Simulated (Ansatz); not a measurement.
Starting cell, GaP (zinc blende):

```
GaP
1.0
    0.00000     5.50603     5.50603
    2.75302     0.00000     2.75302
    2.75302     2.75302     0.00000
P Ga
2 2
Direct
  0.37500   0.75000   0.75000
  0.87500   0.75000   0.75000
  0.00000   0.00000   0.00000
  0.50000   0.00000   0.00000
```

A phonon eigenvector at L = (0.5, 0.0, 0.0) is frozen into this cell: atom i moves by Q times the vector below, so Q is the largest atomic displacement, in Å. The cell is held. It is one choice among 2 degenerate patterns. (q is in reciprocal vectors of the primitive cell; the cell shown is doubled to hold the pattern.)

```csv
atom,x,y,z
P1,-0.285,0.520,-0.805
P2,0.285,-0.520,0.805
Ga3,-0.112,0.203,-0.315
Ga4,0.112,-0.203,0.315
```

Calculation: PBE (plane waves to 420 eV, PAW, scalar-relativistic; Ansatz, a program for electronic structure). k mesh 5×10×10 (Γ-centred), Fermi-Dirac smearing 0.05 eV. Energies are smeared free energies. GaP was relaxed with its symmetry unable to fall. The zero of ΔE is the undisplaced structure.

```csv
Q (Å),ΔE (meV/cell)
-0.100,179.5
-0.067,79.6
-0.033,19.9
0.000,0.0
0.033,19.9
0.067,79.6
0.100,179.5
```

Task: Which DFPT wavenumber at L = (0.5, 0.0, 0.0) belongs to this mode?
A) 342 cm⁻¹
B) 80 cm⁻¹
C) 224 cm⁻¹

Result: A, 342 cm⁻¹. The curvature of the scan gives 342 cm⁻¹

(For displaced atoms, the force is minus the slope of the energy, and its curvature is a force constant, which sets phonon frequencies.)
